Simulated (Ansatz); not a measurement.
Input:

RuPtN$_{2}$:
Space group R-3m, hexagonal axes (No. 166); a = b = 2.801 Å, c = 19.169 Å, α = β = 90.00°, γ = 120.00°

| atom | site | symmetry | x | y | z |
|---|---|---|---|---|---|
| Ru | 3b | -3m | 0.0000 | 0.0000 | 0.5000 |
| Pt | 3a | -3m | 0.0000 | 0.0000 | 0.0000 |
| N | 6c | 3m | 0.0000 | 0.0000 | 0.1017 |
(The calculation used a cell of 4 atoms; values per cell refer to that cell.)

This is the PBEsol-relaxed structure.

Question: All from DFT-PBEsol in the program Ansatz with PAW potentials, unless another level is named. Predict the electronic character.

Answer: metallic (no gap).

Question: What about the density of states at the Fermi level?

Answer: 1.0 states/eV per atom (mean over ±0.08 eV).

Question: Give the formation energy from the elements (no fitted shifts).

Answer: 0.30 eV/atom.

The start of the workflow was typed in or built on a structure type; neither database checked (COD, Materials Project) lists it. Whether it is the stable phase at ambient conditions was not checked. The cell was relaxed with PBEsol under the symmetry of its start; whether a distortion lowers the energy is not shown. The workflow began spin-polarised and lost its moments. Its formation energy is positive at this level, so the cell may be metastable or incomplete. The references are the lowest solids computed at this level, not always the standard phases (solids in place of the gases). Spin–orbit coupling is left out wherever it is not named.

Potentials: the earlier of the program's two PAW sets. The files were generated under PBE; for other functionals the program regenerates the frozen cores, and for LDA and PBEsol the local potential too.
